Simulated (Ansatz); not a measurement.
CsGeBr$_{3}$:
```
CELL_PARAMETERS angstrom
      5.53333     0.00000     0.00000
      0.00000     5.53333     0.00000
      0.00000     0.00000     5.53333
ATOMIC_POSITIONS crystal
  Cs 0.00000 0.00000 0.00000
  Ge 0.50000 0.50000 0.50000
  Br 0.50000 0.50000 0.00000
  Br 0.00000 0.50000 0.50000
  Br 0.50000 0.00000 0.50000
```

The program Ansatz at the r²SCAN level (PAW) gives a gap of 0.69 eV without spin–orbit coupling, maximum at R, minimum at R.

What happens when spin–orbit coupling is switched on?

The gap falls by 0.17 eV, to 0.52 eV; maximum at R, minimum at R.

Give the electron effective mass with spin–orbit coupling.

0.096 mₑ (isotropic).

Give the hole effective mass with spin–orbit coupling.

0.057 mₑ (isotropic).

Space group Pm-3m (cubic perovskite). The first step of the workflow began from a Materials Project structure, measured or hypothetical; the Crystallography Open Database copy checked does not list it. Its standing as an ambient phase is unchecked. Symmetry was held in the r²SCAN relaxation; its stability against distortions is not shown here.

Potentials: the later of the program's two PAW sets.
